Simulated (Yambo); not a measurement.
Convergence of the G0W0 gap of SiO2

G0W0@LDA for SiO$_{2}$ (α-cristobalite, space group P4_12_12, No. 92) in Yambo. Reference settings: 2×2×2 Γ-centred k mesh, 320 bands and a 8 Ry block in the screening, 320 bands in G with the Bruneval-Gonze terminator, plasmon pole fitted at 27.2 eV. The LDA gap Γ → Γ on this mesh is 5.52 eV; G0W0 gaps are taken between the same points.

```json
[
 {"change from the reference": "reference settings", "G0W0 gap Γ → Γ (eV)": "8.70", "shift of the valence edge (eV)": "-1.84", "rough Yambo cost": "1"},
 {"change from the reference": "118 bands in W, 118 bands in G", "G0W0 gap Γ → Γ (eV)": "8.75", "shift of the valence edge (eV)": "-1.67", "rough Yambo cost": "about 1/3"},
 {"change from the reference": "204 bands in W, 204 bands in G", "G0W0 gap Γ → Γ (eV)": "8.70", "shift of the valence edge (eV)": "-1.78", "rough Yambo cost": "within a factor of two"},
 {"change from the reference": "118 bands in G", "G0W0 gap Γ → Γ (eV)": "8.70", "shift of the valence edge (eV)": "-1.83", "rough Yambo cost": "–"},
 {"change from the reference": "204 bands in G", "G0W0 gap Γ → Γ (eV)": "8.70", "shift of the valence edge (eV)": "-1.84", "rough Yambo cost": "–"},
 {"change from the reference": "146 bands in W", "G0W0 gap Γ → Γ (eV)": "8.73", "shift of the valence edge (eV)": "-1.73", "rough Yambo cost": "about 1/2"},
 {"change from the reference": "2 Ry block", "G0W0 gap Γ → Γ (eV)": "8.96", "shift of the valence edge (eV)": "-2.20", "rough Yambo cost": "within a factor of two"},
 {"change from the reference": "3 Ry block", "G0W0 gap Γ → Γ (eV)": "8.59", "shift of the valence edge (eV)": "-1.84", "rough Yambo cost": "within a factor of two"},
 {"change from the reference": "7 Ry block", "G0W0 gap Γ → Γ (eV)": "8.64", "shift of the valence edge (eV)": "-1.80", "rough Yambo cost": "within a factor of two"},
 {"change from the reference": "pole fitted at 40 eV", "G0W0 gap Γ → Γ (eV)": "8.73", "shift of the valence edge (eV)": "-1.88", "rough Yambo cost": "–"},
 {"change from the reference": "no random integration", "G0W0 gap Γ → Γ (eV)": "8.60", "shift of the valence edge (eV)": "-1.65", "rough Yambo cost": "–"},
 {"change from the reference": "2×2×1 mesh", "G0W0 gap Γ → Γ (eV)": "8.67", "shift of the valence edge (eV)": "-1.78", "rough Yambo cost": "about 1/3"},
 {"change from the reference": "118 bands in G, no terminator", "G0W0 gap Γ → Γ (eV)": "8.34", "shift of the valence edge (eV)": "-1.20", "rough Yambo cost": "–"},
 {"change from the reference": "204 bands in G, no terminator", "G0W0 gap Γ → Γ (eV)": "8.49", "shift of the valence edge (eV)": "-1.48", "rough Yambo cost": "–"},
 {"change from the reference": "no terminator", "G0W0 gap Γ → Γ (eV)": "8.59", "shift of the valence edge (eV)": "-1.64", "rough Yambo cost": "–"}
]
```

The reference isn't shown to be the converged limit. Costs are rough (shared machines), scaled to the same edge states, and given only for runs that recompute the screening.

Geometry of the Materials Project entry, not relaxed at this level; primitive cell a = 4.9927 Å, b = 4.9927 Å, c = 6.9339 Å, α = 90.00°, β = 90.00°, γ = 90.00°.

This is not the ordinary phase of the substance.

A shift is the quasiparticle energy of the state minus its LDA energy.
